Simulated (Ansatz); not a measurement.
# Profile along the Y–Pb line in YPb3 (Cu3Au type)

YPb3 (Cu3Au type)

```yaml
crystal:
  lattice:
    - [4.86063, 0.00000, 0.00000]
    - [0.00000, 4.86063, 0.00000]
    - [0.00000, 0.00000, 4.86063]
  atoms:
    - { symbol: Y, position: [0.00000, 0.00000, 0.00000] }
    - { symbol: Pb, position: [0.50000, 0.50000, 0.00000] }
    - { symbol: Pb, position: [0.00000, 0.50000, 0.50000] }
    - { symbol: Pb, position: [0.50000, 0.00000, 0.50000] }
```

Fields along a shortest Y–Pb line of a {100} plane (3.44 Å), from Y to Pb, interpolated on the slice's grid (step about 0.2 Å). Calculation: r2SCAN (plane waves to 500 eV, PAW, scalar-relativistic; Ansatz, an electronic-structure program). k mesh 10×10×10. Inside the PAW spheres the values are not all-electron values, and peaks at nuclei hang on which shells count as valence. Spin-orbit coupling is left out, though Pb is heavy. YPb3 is run without spin polarisation. YPb3 was relaxed with its symmetry unable to fall.

```json
[
 {"distance from Y (Å)": "0.00", "valence electron density (e/Å³)": "3.01", "electron localisation function": "x"},
 {"distance from Y (Å)": "0.34", "valence electron density (e/Å³)": "3.67", "electron localisation function": "x"},
 {"distance from Y (Å)": "0.69", "valence electron density (e/Å³)": "2.06", "electron localisation function": "0.86"},
 {"distance from Y (Å)": "1.03", "valence electron density (e/Å³)": "0.46", "electron localisation function": "0.47"},
 {"distance from Y (Å)": "1.38", "valence electron density (e/Å³)": "0.13", "electron localisation function": "0.09"},
 {"distance from Y (Å)": "1.72", "valence electron density (e/Å³)": "0.13", "electron localisation function": "0.31"},
 {"distance from Y (Å)": "2.06", "valence electron density (e/Å³)": "0.22", "electron localisation function": "0.45"},
 {"distance from Y (Å)": "2.41", "valence electron density (e/Å³)": "0.61", "electron localisation function": "0.40"},
 {"distance from Y (Å)": "2.75", "valence electron density (e/Å³)": "2.38", "electron localisation function": "0.29"},
 {"distance from Y (Å)": "3.10", "valence electron density (e/Å³)": "6.87", "electron localisation function": "x"},
 {"distance from Y (Å)": "3.44", "valence electron density (e/Å³)": "10.44", "electron localisation function": "x"}
]
```

x: too close to a nucleus for the ELF to mean much.

Density on the Y–Pb line (3.44 Å) at its density minimum, 1.5 Å from Y: 0.11 e/Å³. ELF at that point: 0.1.
